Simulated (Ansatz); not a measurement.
**What is wrong with this input? (Ti$_{5}$Si)**

Someone meant to compute Ti$_{5}$Si with PBE, plane waves and PAW in Ansatz and wrote this input.

```yaml
crystal:
  lattice:
    - [2.5228393509, 1.4565619783, 4.4409048145]
    - [-2.5228393509, 1.4565619783, 4.4409048145]
    - [0.0, -2.9131239567, 4.4409048145]
  atoms:
    - { symbol: Ti, position: [0.15143967, 0.15143967, 0.15143967] }
    - { symbol: Ti, position: [0.60535, 0.39465, 0.0] }
    - { symbol: Ti, position: [0.0, 0.60535, 0.39465] }
    - { symbol: Ti, position: [0.84856033, 0.84856033, 0.84856033] }
    - { symbol: Ti, position: [0.39465, 0.0, 0.60535] }
    - { symbol: Si, position: [0.5, 0.5, 0.5] }
basis:
  ecutwfc: 110
kpoints:
  mp_grid: { grid: [12, 12, 12] }
hamiltonian:
  xc: pbe
scf:
  occupations: { method: gaussian, width: 0.1 }
  max_iter: 74
output:
  forces: true
  stress: true
  eigenvalues: true
```

Command:

```bash
ansatz run input.yaml --threads 1 --pin off --max-ram 2560MiB --backend cpu --events-out ev --progress --plain --runs-dir out
```

From the log (HF is the Harris–Foulkes energy, dr2 the density residual in eV):

```text
Warning: basis.ecutwfc = 110 eV is below the records' recommended 420 eV, and the density's cutoff is lower with it unless basis.ecutrho_ratio is high enough to keep the records' density cutoff: compare with a run at a higher cutoff
Pseudopotential: Ti, paw, valence charge 12, recommended cutoff 420 eV (normal)
Pseudopotential: Si, paw, valence charge 4, recommended cutoff 420 eV (normal)
Crystal: 6 atoms, lattice volume = 97.913 Å³
Basis set: ecut = 110 eV, 271 PW (Γ), exchange–correlation on 40×40×40 points (8 copies of the dense FFT grid, shifted against one another)
Bands: 39, of which v1, the nominal top of the filled ones, is band 32 counted from 1 (31 counted from 0)
Symmetry: 6 space group operations
Space group: R32 (ITA 155), of the structure as read, at distance tolerance 4.6e-5 Å
k-points: 189 of 1728 (time reversal used)
Initial density: superposition of atomic densities, corrected by the library's trained network
SCF iter   1: HF=-12892.850168 eV  Δρ=4.37e-1  dr2=1.36e2
SCF iter   2: HF=-12826.529083 eV  Δρ=2.43e-1  dr2=4.11e1
SCF iter   3: HF=-12801.403645 eV  Δρ=2.41e-2  dr2=6.60e-1
SCF iter   4: HF=-12801.676959 eV  Δρ=7.17e-3  dr2=4.12e-2
   ...
SCF iter   7: HF=-12801.674284 eV  Δρ=4.25e-5  dr2=2.42e-6
SCF iter   8: HF=-12801.674283 eV  Δρ=9.38e-6  dr2=1.54e-7
SCF iter   9: F=-12801.674283 eV  HF=-12801.674283 eV  Δρ=2.16e-6  dr2=4.23e-9
SCF 1 converged in 9 iterations: F = -12801.674283 eV  dr2 = 4.23e-9
SCF converged after 9 iterations
Free energy (F): -12801.674283 eV
E sigma→0 (E₀):  -12801.658795 eV
Entropy (-TS):   -0.030975 eV (-5.163 meV/atom)
Fermi energy:    15.029918 eV
--- Forces (eV/Å), atoms counted from 1 ---
  atom   1  Ti     0.00000000    -0.00000000     1.69671995
  atom   2  Ti     4.74847357     0.00000000     0.00000000
  atom   3  Ti    -2.37423679     4.11229874     0.00000000
  atom   4  Ti     0.00000000     0.00000000    -1.69671995
  atom   5  Ti    -2.37423679    -4.11229874    -0.00000000
  atom   6  Si     0.00000000     0.00000000    -0.00000000
--- Stress (GPa, compression-positive) ---
        8.564440       0.000000       0.000000
        0.000000       8.564440       0.000000
        0.000000       0.000000     -14.137884
  P = ⅓ Tr σ = 0.9970 GPa (9.970 kbar)
```

Problem. Which fault does the input hold?
A. Lattice vectors in bohr read as angstrom
B. A cutoff far under the potentials' need
C. A smearing wider than the gap allows
D. Spin-orbit coupling without non-collinear spin
E. Fixed occupations on a metal

Solution. B. The plane waves can't represent the pseudo-wavefunctions. The cure is the recommended cutoff.

Mended input, as a difference (which also takes the iteration limit of the reference run):

```diff
 basis:
-  ecutwfc: 110
+  ecutwfc: 420
 scf:
-  max_iter: 74
```

With the mended input the run converges and gives a pressure of 0.02 GPa, a largest force of 0.027 eV/Å, no gap. The faulty run's energy lay 55.71 eV per atom higher.

The mended run took 74 s on 1 thread of Intel(R) Xeon(R) Platinum 8259CL CPU @ 2.50GHz (Skylake/Cascade Lake) (shared host), peak memory 0.79 GiB.